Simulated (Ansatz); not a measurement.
An input for the plane-wave PAW code Ansatz:

```yaml
crystal:
  lattice:
    - [4.0209631157, 0.0, 0.0]
    - [0.0, 4.0209631157, 0.0]
    - [0.0, 0.0, 5.1792199687]
  atoms:
    - { symbol: Bi, position: [0.5, 0.0, 0.2124935768] }
    - { symbol: Bi, position: [0.0, 0.5, 0.7875064232] }
    - { symbol: "N", position: [0.0, 0.0, 0.0] }
    - { symbol: "N", position: [0.5, 0.5, 0.0] }
basis:
  ecutwfc: 420
  ecutrho_ratio: 4
kpoints:
  mp_grid: { grid: [8, 8, 6] }
hamiltonian:
  xc: pbe
scf:
  occupations: { method: gaussian, width: 0.05 }
output:
  forces: true
  stress: true
  eigenvalues: true
relax:
  f_tol: 0.01
  max_steps: 40
  cell: { stress_tol: 0.1, fix: [volume] }
```

Launched as:
```sh
ansatz run input.yaml --threads 2 --pin off --max-ram 2662MiB --backend cpu --events-out ev --progress --plain --runs-dir out
```

The start was a prototype's sites filled with these elements, not a measured cell.

Before reading the output: what should come out?

Energy lowered by 2.1 meV/atom, pressure 0.6 GPa, gap on the mesh zero (metallic) (PBE, scalar-relativistic).

About how long does the run take on 2 threads of Arm Neoverse V2, with other jobs on the host, and how much memory does it need?

About 16 s, with a peak of 0.41 GiB.

The output:

```
Pseudopotentials: kind: paw
Pseudopotential: Bi, paw, valence charge 15, recommended cutoff 420 eV (normal), Bi.paw.azcp
Pseudopotential: N, paw, valence charge 5, recommended cutoff 420 eV (normal), N.paw.azcp
Crystal: 4 atoms, lattice volume = 83.738 Å³
Basis set: ecut = 420 eV, 1617 PW (Γ), exchange–correlation on 54×54×72 points (8 copies of the dense FFT grid, shifted against one another)
Bands: 24, of which v1, the nominal top of the filled ones, is band 20 counted from 1 (19 counted from 0)
Symmetry: 16 space group operations
Space group: P4/nmm (ITA 129), of the structure as read, at distance tolerance 4.4e-5 Å
k-points: 60 of 384
Initial density: superposition of atomic densities (neutral atoms: chi_scale 0, normalization atom), corrected by the library's trained network
Initial wavefunctions: pseudopotential atomic-orbital guess
Functional: x = pbe(κ = 0.804, μ = 0.21951), c = pbe(β = 0.06672)
```

SCF trace (energy estimate counted from the last row; the run made several SCF loops, for ionic steps, more bands or searches for a lower state, numbered loop.iteration):
```
iteration  ΔE (eV)  density residual (eV)
      1.1    0.010                4.37e-3
      1.2    0.008                5.34e-3
      1.3    0.008                2.86e-3
      1.4    0.008                2.62e-4
      1.5    0.009                1.11e-5
      1.6    0.009                6.97e-8
      1.7    0.009                1.19e-8
      2.1  3.4e-03                1.64e-2
      2.2  3.8e-04                3.31e-2
      2.3    0.006                9.30e-4
      2.4    0.006                1.01e-5
      2.5    0.006                1.79e-6
      2.6    0.006                6.65e-8
        …        …                      …
      5.2    0.000                1.04e-7
      5.3    0.000                1.70e-7
      5.4    0.000               4.11e-10
      5.5    0.000               1.18e-11
```

```
SCF converged after 5 iterations
Free energy (F): -25558.544572 eV
E sigma→0 (E₀):  -25558.544012 eV
Entropy (-TS):   -0.001121 eV (-0.280 meV/atom)
Fermi energy:    9.517200 eV
--- Per-component energies (eV) ---
  E_band       = -197.397899
  E_kinetic    = 860.568529
  E_local      = -3733.520851  (includes V_loc(G=0)·N_el)
  E_nonlocal   = 1218.507578
  E_hartree    = 1254.877520
  E_xc         = -420.324570
  E_vxc        = -438.193443  (∫ρ·V_xc dr)
  E_paw        = -21583.579078  (= ΣΔE_a)
  E_vpaw       = -614.514081  (= ΣTr[D̂ρ^β])
  E_aug_tail   = -0.000603  (compensation charges beyond the density's cutoff)
  E_ewald      = -3155.071977
  E_smearing   = -0.001121  (= −TS)
--- Forces (eV/Å), atoms counted from 1 ---
  atom   1  Bi     0.00000000     0.00000000     0.00020264
  atom   2  Bi     0.00000000     0.00000000    -0.00020264
  atom   3  N      0.00000000     0.00000000     0.00000000
  atom   4  N      0.00000000     0.00000000     0.00000000
--- Stress (GPa, compression-positive) ---
        0.626613       0.000000       0.000000
        0.000000       0.626613       0.000000
        0.000000       0.000000       0.570909
  P = ⅓ Tr σ = 0.6080 GPa (6.080 kbar)
--- Relaxed structure (4 steps of the walk, 4 accepted, 1 SCFs on fresh bases) ---
  F+E_penalty+E_count = -25558.54457220 eV   max|allowed force component| = 2.026e-4 eV/Å   (the final SCF, on the basis selected at the relaxed cell)
  cell:  # Å, volume = 83.7384 Å³
    - [4.04609, 0.0, 0.00000]
    - [0.0, 4.04609, 0.00000]
    - [0.00000, 0.00000, 5.11508]
  atoms:
    - { symbol: Bi, position: [0.50000, 0.00000, 0.21647] }
    - { symbol: Bi, position: [0.00000, 0.50000, 0.78353] }
    - { symbol: N, position: [0.00000, 0.00000, 0.00000] }
    - { symbol: N, position: [0.50000, 0.50000, 0.00000] }
```

Spin–orbit coupling, which matters for such heavy elements, is left out.
